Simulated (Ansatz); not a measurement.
AlN:
```cif
data_Al4N4
_chemical_formula_sum 'N4 Al4'
_space_group_name_H-M_alt 'F-43m'
_space_group_IT_number 216
_space_group_name_Hall 'F -4 2 3'
_cell_length_a 4.40321
_cell_length_b 4.40321
_cell_length_c 4.40321
_cell_angle_alpha 90.000
_cell_angle_beta 90.000
_cell_angle_gamma 90.000
loop_
_atom_site_label
_atom_site_type_symbol
_atom_site_symmetry_multiplicity
_atom_site_Wyckoff_symbol
_atom_site_fract_x
_atom_site_fract_y
_atom_site_fract_z
_atom_site_occupancy
N1 N 4 c 0.25000 0.25000 0.25000 1
Al1 Al 4 a 0.00000 0.00000 0.00000 1
```
(The calculation used a cell of 2 atoms; values per cell refer to that cell.)

This is the PBE-relaxed structure.

### Question
All from PBE in the plane-wave PAW code Ansatz, unless another level is named. Estimate the hole effective mass, band 1 of 3 at the edge.

### Answer
1.5 along [100], 4.4 along [111] (mₑ).

### Question
Give the formation energy from the elements (no fitted shifts).

### Answer
-1.34 eV/atom.

### Question
Predict the conduction-band minimum.

### Answer
at X (3 equivalent valleys).

The cell was relaxed with PBE under the symmetry of its start; phonons on a q-mesh show no instability. The references are the lowest solids computed at this level, not always the standard phases (solids in place of the gases).

Potentials: the later of the program's two PAW sets.

Edges and masses are those of Kohn–Sham bands, whose gap is no quasiparticle gap.
